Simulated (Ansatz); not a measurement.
Sr:
```
CELL_PARAMETERS angstrom
     -2.40520     2.40520     2.40520
      2.40520    -2.40520     2.40520
      2.40520     2.40520    -2.40520
ATOMIC_POSITIONS crystal
  Sr 0.00000 0.00000 0.00000
```

Relaxed with r²SCAN.

Q: List the phonon frequencies at the special points (DFPT on a 4×4×4 q-mesh, Fourier-interpolated; r²SCAN in the plane-wave PAW code Ansatz).

A: In cm⁻¹.

| q | frequencies |
|---|---|
| Γ | 0 0 0 |
| H | 105 105 105 |
| N | 26 73 97 |
| P | 76 76 76 |

Space group Im-3m (bcc (W type)). This is a known high-temperature phase of the composition, computed here at zero pressure and temperature. The r²SCAN relaxation kept the symmetry of its start; phonons on a q-mesh show no instability. As this level gives no gap, phonon frequencies hold no LO–TO term and depend on the k-mesh and smearing (Fermi–Dirac, 0.1 eV here).

Potentials: the later of the program's two PAW sets.
